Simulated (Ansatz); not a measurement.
# Vibrational response of HgTe at 1 GPa

The calculation used Ansatz 0.2.0, DFT LDA, scalar-relativistic, plane waves, PAW. Plane waves to 420 eV; Γ-centred k mesh 12×12×12; Fermi-Dirac smearing of 0.15 eV. No spin polarisation. Phonons by linear response, acoustic sum rule imposed.

The cell, relaxed at 1 GPa:
```yaml
crystal:
  lattice:
    - [0.00000, 3.19630, 3.19630]
    - [3.19630, 0.00000, 3.19630]
    - [3.19630, 3.19630, 0.00000]
  atoms:
    - { symbol: Hg, position: [0.00000, 0.00000, 0.00000] }
    - { symbol: Te, position: [0.75000, 0.75000, 0.75000] }
```

In a metal, frequencies and elastic constants depend on the k mesh and the smearing, soft modes and shear constants most. Spin–orbit coupling is left out, which can shift energies with elements as heavy as these.

(1) Is this structure stable against zone-centre distortions?

(2) List the optical modes at Γ (i marks imaginary ones).

## Answers

(1) Yes, at Γ: no optical mode is imaginary. Strains and other wave vectors aren't tested by this run.

(2)
| frequency (cm⁻¹) | degeneracy |
| --- | --- |
| 121 | 3 |

The bands only touch here, so at this level the crystal is a zero-gap semiconductor or semimetal, not an ordinary metal; spin–orbit coupling, left out, can open or move such a gap.

Cost: 1 run of about 1.1 core-minutes, on Intel Xeon Platinum 8259CL (Skylake/Cascade Lake) (shared hosts).